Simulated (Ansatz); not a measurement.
Starting cell, Mg (hcp, Mg type):

```xyz
4
Lattice="3.1862 0.0000 0.0000 -1.5931 2.7593 0.0000 0.0000 0.0000 10.4470" Properties=species:S:1:pos:R:3 pbc="T T T"
Mg     0.0000     1.8395     3.9176
Mg     0.0000     1.8395     9.1411
Mg     1.5931     0.9198     1.3059
Mg     1.5931     0.9198     6.5294
```

A phonon eigenvector at A = (0.0, 0.0, 0.5) is frozen into this cell: atom i moves by Q times the vector below, so Q is the largest atomic displacement, in Å. The cell is held. It is one choice among 2 degenerate patterns. (q is in reciprocal vectors of the primitive cell; the cell shown is doubled to hold the pattern.)

```tsv
atom	x	y	z
Mg1	0.000	0.000	1.000
Mg2	0.000	0.000	-1.000
```

Atoms not listed stay in place.

Method: PBE (plane waves to 420 eV, PAW, scalar-relativistic; Ansatz, a first-principles code). k mesh 17×17×5 (Γ-centred), Fermi-Dirac smearing 0.05 eV. E stands for the smeared free energy. With partly filled bands, energies and forces of such displacements shift with the k mesh and the smearing. Mg was relaxed with its symmetry unable to fall. The PAW data are Ansatz's earlier set. The zero of ΔE is the undisplaced structure. The last digit holds for this mesh only.

```json
[
 {"Q (Å)": "-0.180", "ΔE (meV/cell)": "92.8"},
 {"Q (Å)": "-0.150", "ΔE (meV/cell)": "64.2"},
 {"Q (Å)": "-0.120", "ΔE (meV/cell)": "41.0"},
 {"Q (Å)": "-0.090", "ΔE (meV/cell)": "23.0"},
 {"Q (Å)": "-0.060", "ΔE (meV/cell)": "withheld"},
 {"Q (Å)": "-0.030", "ΔE (meV/cell)": "2.6"},
 {"Q (Å)": "0.000", "ΔE (meV/cell)": "0.0"},
 {"Q (Å)": "0.030", "ΔE (meV/cell)": "2.6"},
 {"Q (Å)": "0.060", "ΔE (meV/cell)": "withheld"},
 {"Q (Å)": "0.090", "ΔE (meV/cell)": "23.0"},
 {"Q (Å)": "0.120", "ΔE (meV/cell)": "41.0"},
 {"Q (Å)": "0.150", "ΔE (meV/cell)": "64.2"},
 {"Q (Å)": "0.180", "ΔE (meV/cell)": "92.8"}
]
```

Question: Fit an even polynomial form (powers 2, 4) to the given rows and predict ΔE at Q = -0.060.

Answer: Least squares on the 11 given rows: ΔE = (2832)·Q² + (987.2)·Q⁴, in meV/cell with Q in Å; root-mean-square residual 0.02 meV/cell. At -0.060 the fit gives 10.2 meV/cell; the calculation gives 10.2 meV/cell, the same to the digits shown. The quadratic term alone would give 10.2 meV/cell.

(A displaced cell: forces are minus the slopes of the energy, force constants its curvatures, and phonons follow from these.)
